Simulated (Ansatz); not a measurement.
Al₂Cu in space group I4/mcm (No. 140; Cu on 4a, Al on 8h) at seven volumes, DFT-PBE in the program Ansatz with PAW potentials, shape and atoms relaxed at each. One row is withheld.

```
V (Å³/atom)  P (GPa)
-----------  -------
13.572             ?
14.019          7.08
14.467          3.25
14.914          0.01
15.361         -2.75
15.809         -5.08
16.256         -7.05
```

Task: Fit the shown pressures and predict the withheld one.

Result: P = (3/2)B₀(x^(7/2) − x^(5/2))[1 + (3/4)(B′ − 4)(x − 1)] with x = (V₀/V)^(2/3). Least squares on the six rows gives V₀ = 14.915 Å³/atom, B₀ = 99.4 GPa, B′ = 4.51. At V = 13.572, x = 1.0649 and P = 11.61 GPa. The run itself gave 11.61 GPa.

The PBE relaxation kept the symmetry of its start; of distortions, only those at the zone centre were tested. No spin polarisation was allowed.

Potentials: the later of the program's two PAW sets.
